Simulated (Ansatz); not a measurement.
Nb2InC:
```xyz
8
Lattice="3.1793 0.0000 0.0000 -1.5896 2.7533 0.0000 0.0000 0.0000 14.4544" Properties=species:S:1:pos:R:3 pbc="T T T"
Nb     1.5896     0.9178    13.2606
Nb     0.0000     1.8355     1.1938
Nb     0.0000     1.8355     6.0334
Nb     1.5896     0.9178     8.4210
In     1.5896     0.9178     3.6136
In     0.0000     1.8355    10.8408
C      0.0000     0.0000     0.0000
C      0.0000     0.0000     7.2272
```

Relaxed with r²SCAN.

Task: Map the electron localisation function on the plane through (0.667, 0.333, 0.917) spanned by u = [0, 0, 1] and v = [1, -1, 0] in lattice vectors, from plane-wave PAW r²SCAN (Ansatz code).

Result: x is the fraction of u, y of v (the angle between them is 90°; rows are the nearest grid lines); atoms in the plane: Nb at (0.00, 0.00), Nb at (0.17, 0.67), Nb at (0.50, 0.67), Nb at (0.67, 0.00), In at (0.33, 0.00), In at (0.83, 0.67), C at (0.08, 0.33), C at (0.58, 0.33).
```
| %%::-=+##=-   .-*%*=-.=@=.@#.-++++::@# |
|-%%::--+*#=-   .-*#*--.-@*=@*.-++++::@%-|
|%@#.:-:-+*=-.  :-**=:-::@@%@+.=====-.#@%|
|%*:::.::::+-----==::::-:-#%+.-=:::-=::*%|
|=:.-::**-.-=:::-=::+=:::.--::=-----=-:-=|
|..:-:+@@#::=-::-=.=@%-:-..::=+--::--+-:.|
|::-::%@@@=.==-==-.#@@*.-:::=*=-:  --*+-:|
|+--.=@=:@#.-++++::@#%%::-=+##=-   .-*%*+|
|+--.=@+-@*.-++++::@%%%::-=+##=-   .-*#*+|
|=--:-@%#@+.=++++::%@@#.---=*#=-.  :-*#*=|
|--=-:#@@@-.=====-.*@@=:==-=+#+-:..--**+-|
|-=**-=%%*::=====-.-%*:=*+--+*+------*+=-|
|=*@@@+::..-------:..-#@@%+-=++=:::-=+=-=|
|+%@@@%=::----::---::*@@@@#====-:::-====+|
|*@@+#@#=-==-::::-=--%@+*@%+===-:::--===*|
|*@% -@%+===-::::-===@% -@%+===-::::-===*|
|#@% :@%+===-::::-===@% :@%+===-::::-===#|
|-#@%%@#====-:::-====%@%%@+-:---:::----:-|
|:=%@@@*===+=:::-=+=-#@@@#:..:---:----..:|
|-:=%@#=-=++-:--:=++-+%@#-:-:.:=---=-:.:-|
|#+:+#*=-=*+------*+==*#=-*#+.:==-==-.:*#|
|%@*:---=*#=-.  :-*#+--::@@%@+.=++++:.#@%|
|-%%::-=+##=-   .-*#*--.-@*=@*.-++++::@%-|
| %%::-=+##=-   .-*%*=-.=@=.@#.-++++::@# |
```
Scale: ten equal steps from 0.000 (start of ' ') to 0.783 (end of '@'), in the order ' .:-=+*#%@'; x runs from 0.000 to 1.00, y from 0.000 (bottom) to 1.00 (top).

The density is the valence pseudo-density with augmentation charge, so density and ELF within about 1 Å of a nucleus are not all-electron values.

Space group P6_3/mmc. The first step of the workflow began from a Materials Project structure, measured or hypothetical; the Crystallography Open Database copy checked does not list it. Its standing as an ambient phase is unchecked. Symmetry was held in the r²SCAN relaxation; whether a distortion lowers the energy is not shown. No spin polarisation was allowed.

Potentials: the later of the program's two PAW sets.
